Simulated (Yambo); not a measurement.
BSE-type run in Yambo on BaAlSiH (space group P3m1, No. 156), at zero momentum.

Quantum ESPRESSO step (PBEsol, PseudoDojo standard norm-conserving files, fully relativistic):
```
&CONTROL
  calculation = 'nscf'
  pseudo_dir = './pseudo'
  outdir = './out'
/
&SYSTEM
  ibrav = 0
  nat = 4
  ntyp = 4
  ecutwfc = 72.0
  ecutrho = 288.0
  occupations = 'fixed'
  force_symmorphic = .true.
  nbnd = 85
  noncolin = .true.
  lspinorb = .true.
/
&ELECTRONS
  conv_thr = 4e-09
  diago_full_acc = .true.
  diago_thr_init = 1e-08
/
ATOMIC_SPECIES
H 1.0080 H.upf
Al 26.9815 Al.upf
Si 28.0850 Si.upf
Ba 137.3270 Ba.upf
CELL_PARAMETERS angstrom
  4.299141334561   0.000000000000   0.000000000000
 -2.149570667281   3.723165610190   0.000000000000
  0.000000000000   0.000000000000   5.061951565000
ATOMIC_POSITIONS crystal
H   0.666666667000   0.333333333000   0.124555834200
Al   0.666666667000   0.333333333000   0.469354375700
Si   0.333333333667   0.666666666333   0.544090423600
Ba   0.000000000333   0.000000000000   0.004909366500
K_POINTS automatic
6 6 4 0 0 0
```

Yambo input:
```
rim_cut
optics
bse
bss
dipoles
RandQpts= 1000000
RandGvec= 1 Ry
FFTGvecs= 40 Ry
BSKmod= "HARTREE"
BSEmod= "resonant"
BSSmod= "hs"
BSENGexx= 15 Ry
% KfnQP_E
 0.321 | 1.0 | 1.0 |
%
% BSEQptR
 1 | 1 |
%
% BSEBands
 13 | 32 |
%
% BEnRange
 0.0 | 6.6 | eV
%
% BDmRange
 0.15 | 0.15 | eV
%
BEnSteps= 132
% BLongDir
 1.0 | 0.0 | 0.0 |
%
BSHayTrs= -0.02
BSSNEig= 48
WRbsWF
```

From the report:

The dimension is k points × valence × conduction bands = 144 × 6 × 14 = 12096.
```
  [SLEPC] Approach                          : Krylov-Schur
  [SLEPC] Number of requested eigenvalues   :   48
  [SLEPC] Number of eigenvalues        [NEV]:   48
   [K] Dimension                                    :  12096
   [K] Bands                                        :   13   32
   [K] Exchange res                                 : yes
   [K] Correlation res                              : no
   [K] W interaction is bare                        : no
   [K] RL vectors exchange                          :   539
```

Geometry relaxed with PBEsol.

The structure is a Materials Project entry; no match was found in the copy of COD used, and its stability was not checked.
